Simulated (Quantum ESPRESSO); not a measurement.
## Ti4OC3 (a curve over strain)

Simulated, not a measurement. The program is pw.x of Quantum ESPRESSO 7.5 (plane-wave density functional theory). The cell is made up: 8 atoms on a rocksalt lattice, with randomly drawn elements, strain and displacements, not relaxed. PseudoDojo standard norm-conserving files (v0.5 for PBE, v0.4.1 for LDA and PBEsol) set the functional; there is no spin polarisation, spin-orbit coupling or dispersion term, and the masses in the input are unused placeholders. A spin-polarised start on this cell or one of its family kept no moment above 0.05 Bohr magneton at the same smearing; a narrower smearing was not tried.

Seven runs add a strain to one cell (shear xy, as the tensor component); the atoms follow the cell and are not relaxed. Stress in the table is positive in tension.

Input of the run at +0.0015:

```
&control calculation='scf', pseudo_dir='./dojo.nc.sr.pbe.v0_5.standard.upf', outdir='./o', disk_io='medium', tprnfor=.true., tstress=.true. /
&system ibrav=0, nat=8, ntyp=3, nbnd=43, ecutwfc=84.00895049, nosym=.true., tot_charge=0,
 occupations='smearing', smearing='fd', degauss=0.0073498644
/
&electrons conv_thr=7.350e-09, electron_maxstep=60, /
ATOMIC_SPECIES
C 1.0 C.upf
O 1.0 O.upf
Ti 1.0 Ti.upf
CELL_PARAMETERS angstrom
4.2424 0.0064 0.0
0.0064 4.2424 0.0
0.0 0.0 4.2424
ATOMIC_POSITIONS angstrom
Ti -0.1161 0.0403 0.0632
Ti 0.0532 2.0619 2.0345
Ti 2.1111 0.1573 2.0566
Ti 2.1324 2.1041 -0.113
O 2.1218 -0.011 -0.0356
C 2.2514 2.1599 2.0859
C 4.1977 -0.0288 2.0051
C 4.2222 2.218 -0.1026
K_POINTS automatic
7 7 7 1 1 1
```

| added strain | free energy less that of the input shown (eV) | stress xx (GPa) | stress yy (GPa) | stress zz (GPa) | stress xy (GPa) | pressure (GPa) | iterations |
| --- | --- | --- | --- | --- | --- | --- | --- |
| -0.0226 | 0.0674 | -17.19 | -17.69 | -19.30 | -6.85 | 18.06 | 19 |
| -0.0204 | 0.0525 | -17.14 | -17.63 | -19.30 | -6.10 | 18.02 | 19 |
| -0.0183 | 0.0406 | -17.10 | -17.59 | -19.30 | -5.38 | 17.99 | 19 |
| -0.0135 | 0.0186 | -17.03 | -17.50 | -19.29 | -3.75 | 17.94 | 18 |
| -0.0111 | 0.0107 | -17.00 | -17.47 | -19.28 | -2.93 | 17.92 | 18 |
| +0.0015 | 0.0000 | -16.99 | -17.39 | -19.21 | 1.38 | 17.87 | 18 |
| +0.0217 | 0.0968 | -17.40 | -17.65 | -18.96 | 8.25 | 18.01 | 19 |

A cubic fit gives a slope of stress xy against the added strain of 342 GPa at zero added strain, with the atoms clamped. Across the table the free energy follows the integral of the stress to within 0.6 meV. A rerun of one of the cells at a cutoff of 1437 eV and k mesh 9 x 9 x 9 moved values by no more than 0.004 eV in energy, 0.10 GPa in stress and 0.019 eV/Å in force.